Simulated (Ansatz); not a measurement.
Here is the system:

TiN:
Space group Fm-3m (No. 225); a = b = c = 4.2324 Å, α = β = γ = 90.00°

| atom | site | symmetry | x | y | z |
|---|---|---|---|---|---|
| N | 4a | m-3m | 0.0000 | 0.0000 | 0.0000 |
| Ti | 4b | m-3m | 0.5000 | 0.5000 | 0.5000 |
(The calculation used a cell of 2 atoms; values per cell refer to that cell.)

This is the r²SCAN-relaxed structure.

Question: All from r²SCAN (plane waves, PAW; program Ansatz), unless another level is named. Estimate the Debye temperature from the elastic constants.

Answer: 950 K.

Question: And the highest zone-centre frequency?

Answer: 521 cm⁻¹.

Question: Next, the elastic constants (relaxed ions, GPa)?

Answer: C11 = 616, C12 = 135, C44 = 180.

The cell was relaxed with r²SCAN under the symmetry of its start; of distortions, only those at the zone centre were tested. The run is not spin-polarised. With an odd number of electrons in the cell and no spin polarisation, the count alone makes it a metal. As this level gives no gap, shear constants depend on the k-mesh and smearing (Fermi–Dirac, 0.1 eV here). As this level gives no gap, phonon frequencies hold no LO–TO term and depend on the k-mesh and smearing (Fermi–Dirac, 0.1 eV here).

Potentials: the later of the program's two PAW sets.
